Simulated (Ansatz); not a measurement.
LaRe₂Si₂, a database entry at a rescaled volume

```
CELL_PARAMETERS angstrom
-2.07609 2.03166 10.31133
2.07609 -2.03166 10.31133
2.07609 2.03166 -10.31133
ATOMIC_POSITIONS crystal
Si 0.60600 0.35600 0.25000
Si 0.39400 0.64400 0.75000
Re 0.96290 0.71290 0.25000
Re 0.03710 0.28710 0.75000
Re 0.46190 0.21190 0.25000
Re 0.53810 0.78810 0.75000
La 0.16500 0.91500 0.25000
La 0.83500 0.08500 0.75000
Si 0.71600 0.46600 0.25000
Si 0.28400 0.53400 0.75000
```

Method: r2SCAN, no spin polarisation; PAW, plane waves to 500 eV, 6×6×6 Γ-centred mesh, fermi-dirac occupations (width 0.1 eV) (Ansatz 0.2.0), atoms fixed.

**Question.** What happens at the Fermi level?

**Answer.** It is a metal, with about 3.5 states/eV a cell as the mean within 0.25 eV of the Fermi level, mostly Re d (59 %), La d (16 %) and Si p (12 %).

**Question.** Where is the largest force?

**Answer.** The largest is on Si9 (and as large on other atoms): 2.04 eV/Å, components (0.00, 0.00, 2.04). It makes 180° with the line to a nearest neighbour, Si1 at 2.27 Å, pointing away from it.

**Question.** What does the stress say?

**Answer.** The pressure is 11.0 GPa (compression positive), so with the atoms held at these fractions the cell would first expand; the forces are large, so a full relaxation may end otherwise. The principal stresses 10.4, 10.8, 11.8 GPa differ, so its shape would change too.

**Question.** Is it stable against the elements?

**Answer.** -0.52 eV an atom against the elements' usual phases (free molecules for gases, crystals otherwise, with no correction for O₂ or N₂), so it is bound against them; other compounds may still compete. Relaxing would lower it.

Origin: a database entry at a rescaled volume. Caveats: forces this large suggest misplaced atoms in the database entry; the k mesh is coarse if the cell is a metal; atoms or cell far from equilibrium; f levels without a U or exact exchange are poorly placed.
